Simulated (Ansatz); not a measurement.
TiH$_{2}$:
```
TiH2
1.0
   -1.59843     1.59843     2.08367
    1.59843    -1.59843     2.08367
    1.59843     1.59843    -2.08367
H Ti
2 1
Direct
  0.75000   0.25000   0.50000
  0.25000   0.75000   0.50000
  0.00000   0.00000   0.00000
```

Relaxed with r²SCAN.

Question: Map the electron localisation function on the plane through (0.750, 0.250, 0.500) spanned by u = [1, 1, 0] and v = [1, 0, 1] in lattice vectors, from DFT-r²SCAN in the program Ansatz with PAW potentials.

Answer: x is the fraction of u, y of v (the angle between them is 90°; rows are the nearest grid lines); atoms in the plane: H at (0.00, 0.00), H at (0.50, 0.00), Ti at (0.75, 0.50).
```
|@@@%=::*@@@@@@*::=%@@@|
|@@@#=::*@@@@@%+:.-#@@@|
|@@%*-::+%@@@@*:  .=#@@|
|%%#+-::=*#%#=.    .-*%|
|-+==-::-=+=:..::-:...-|
|.:---:---:...-++*+=:..|
| .::---::. .-+*+=+*=. |
|  .:---::. .=*+. -**: |
|  .:----:. .+*-  .+*- |
|  .:---::. .=*+. -**: |
| .::---::. .-+*+=+*=. |
|.:---:---:...-++*+=:..|
|-+==-::-=+=:..::-:...-|
|%%#+-::=*#%#=.    .-*%|
|@@%*-::+%@@@@*:  .=#@@|
|@@@#=::*@@@@@%+:.-#@@@|
|@@@%=::*@@@@@@*::=%@@@|
```
Scale: ten equal steps from 0.006 (start of ' ') to 0.997 (end of '@'), in the order ' .:-=+*#%@'; x runs from 0.000 to 1.00, y from 0.000 (bottom) to 1.00 (top).

The density is the valence pseudo-density with augmentation charge, so density and ELF within about 1 Å of a nucleus are not all-electron values.

Space group I4/mmm. The workflow started from an entry of the Crystallography Open Database (COD), which files this formula under 2 space groups. Its standing as an ambient phase is unchecked. The r²SCAN relaxation kept the symmetry of its start; its stability against distortions is not shown here. No spin polarisation was allowed.

Potentials: the later of the program's two PAW sets.
